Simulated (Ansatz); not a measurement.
All numbers below come from DFT PBE, scalar-relativistic, plane waves, PAW (Ansatz 0.2.0). Cutoff 420 eV, Γ-centred meshes of about 0.25 Å⁻¹ or finer for metals and 0.3 Å⁻¹ for insulators (2π included), Gaussian smearing. Collinear spin where magnetic atoms keep a moment.

All energies are static (0 K, no zero-point motion).

Two forms of YbIr₄ were relaxed alike.

A. (no moments)

```
Yb Ir
1.0
    -1.99636    1.99636    5.67908
     1.99636   -1.99636    5.67908
     1.99636    1.99636   -5.67908
Yb Ir
1 4
Direct
  0.00000 0.00000 0.00000
  0.75000 0.25000 0.50000
  0.25000 0.75000 0.50000
  0.39656 0.39656 0.00000
  0.60344 0.60344 0.00000
```

B. (ferromagnetic moments up to 0.4 μB)

```
Yb Ir
1.0
    -3.19303    3.19303    1.98206
     3.19303   -3.19303    1.98206
     3.19303    3.19303   -1.98206
Yb Ir
1 4
Direct
  0.00000 0.00000 0.00000
  0.81702 0.40152 0.21853
  0.40152 0.18298 0.58450
  0.18298 0.59848 0.78147
  0.59848 0.81702 0.41550
```

**Question.** Which is lower in energy, and by how much?

**Answer.** A is lower, by 17 meV/atom. A has space group I4/mmm (No. 139), 18.1 Å³/atom and no gap on its mesh; B has space group I4/m (No. 87), 16.2 Å³/atom and no gap. Counting all near atoms (those within 1.25 times the shortest distance at each site; a plus sign parts nearer from farther groups; a slash parts the counts of unlike sites), A has Yb 8+8, Ir 1+4/8 and B has Yb 12, Ir 12. Their magnetic states differ too. The lower one is the more open, so pressure narrows the difference. In A, Yb is surrounded by 8 Ir at 3.06 Å, 8 Ir at 3.47 Å and 4 Yb at 3.99 Å; Ir on a site of symmetry -4m2 is surrounded by 4 Ir at 2.60 Å, 4 Ir at 2.82 Å and 4 Yb at 3.47 Å; Ir on a site of symmetry 4mm is surrounded by 1 Ir at 2.35 Å, 4 Ir at 2.60 Å and 4 Yb at 3.06 Å. In B, around Yb lie 12 Ir at 2.82–2.90 Å and 2 Yb at 3.96 Å; Ir has 5 Ir at 2.65–2.73 Å, 3 Yb at 2.82–2.90 Å and 4 Ir at 2.90–3.00 Å. Both come from trial cells of a structure search, whose lowest cell (P-6m2, 19.3 Å³/atom) lies 18 meV/atom below the lower of the two.

The k mesh leaves some 4 meV/atom of noise in the energy of each metallic cell. These runs have no spin–orbit coupling, which can matter for Ir. The 4f shell of Yb is treated without a Hubbard U. The magnetic state reached may not be the lowest. Trial moments fell under 0.15 μB along the way in I4/mmm; another start might hold them. Cells relaxed within their symmetry can be saddle points. Some candidate types were left out of the draw beforehand, so a known form may be missing.
